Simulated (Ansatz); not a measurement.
TiO2 (anatase)

```yaml
crystal:
  lattice:
    - [-1.89940, 1.89940, 4.85040]
    - [1.89940, -1.89940, 4.85040]
    - [1.89940, 1.89940, -4.85040]
  atoms:
    - { symbol: Ti, position: [0.50000, 0.50000, 0.00000] }
    - { symbol: Ti, position: [0.25000, 0.75000, 0.50000] }
    - { symbol: O, position: [0.29355, 0.29355, 0.00000] }
    - { symbol: O, position: [0.04355, 0.54355, 0.50000] }
    - { symbol: O, position: [0.45645, 0.95645, 0.50000] }
    - { symbol: O, position: [0.70645, 0.70645, 0.00000] }
```

The volume is varied about the relaxed value V₀ at fixed cell shape. The atoms relax within the cell's symmetry.

All values below come from PBE (plane waves to 420 eV, PAW, scalar-relativistic; Ansatz, a quantum-chemistry and plane-wave program). k mesh 12×12×12 (Γ-centred), Fermi-Dirac smearing 0.05 eV. E stands for the smeared free energy. Compression counts positive. TiO2 is run without spin polarisation. TiO2 was relaxed with its symmetry unable to fall. ΔE is measured from the relaxed starting cell.

| V (Å³/atom) | P (GPa) | ΔE (kJ/mol of atoms) |
|---|---|---|
| 10.499 | 25.1 | 8.01 |
| 10.733 | 18.9 | 4.93 |
| 10.966 | 13.4 | [?] |
| 11.199 | 8.4 | [?] |
| 11.433 | 4.0 | 0.27 |
| 11.666 | 0.0 | 0.00 |
| 11.899 | -3.6 | 0.26 |
| 12.133 | -6.7 | 0.98 |
| 12.366 | -9.6 | 2.14 |
| 12.599 | -12.1 | 3.67 |
| 12.833 | -14.4 | [?] |

Question: Fill in the missing entries.

Answer: 
- 10.966, ΔE (kJ/mol of atoms): 2.67
- 11.199, ΔE (kJ/mol of atoms): 1.14
- 12.833, ΔE (kJ/mol of atoms): 5.53

(Under strain, the slope of the energy per volume gives the stress and its curvature an elastic modulus.)
